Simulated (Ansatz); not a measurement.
A: LaGaO3 (space group R-3c), a = b = 5.5225 Å, c = 13.2735 Å, α = β = 90.00°, γ = 120.00°
B: Mo3Se4 (space group R-3), a = 9.4661 Å, b = 9.4661 Å, c = 11.1808 Å, α = 90.00°, β = 90.00°, γ = 120.00°
C: HfSiSe (space group P4/nmm), a = b = 3.5764 Å, c = 8.2556 Å, α = β = γ = 90.00°

Scan: energy against volume (even scaling of the relaxed cell, symmetry kept). All come from one method, each on a k mesh of its own. All were relaxed with their symmetry unable to fall. At this level the bands of Mo3Se4 touch or barely overlap. HfSiSe is run without spin polarisation. LaGaO3 is run without spin polarisation. Mo3Se4 is run without spin polarisation. Spin-orbit coupling is left out. This is one of several known forms of LaGaO3; the measured ambient cells at hand have space group No. 62.

Question: Order them by bulk modulus at fixed cell shape (fitted) (highest first) at the level PBEsol (plane waves to 420 eV, PAW, scalar-relativistic; Ansatz, a quantum-chemistry and plane-wave program).

Answer: A (181 GPa), C (124 GPa), B (51.9 GPa)

(A scan under strain: stresses follow from slopes of the energy per volume, elastic moduli from its curvatures.)
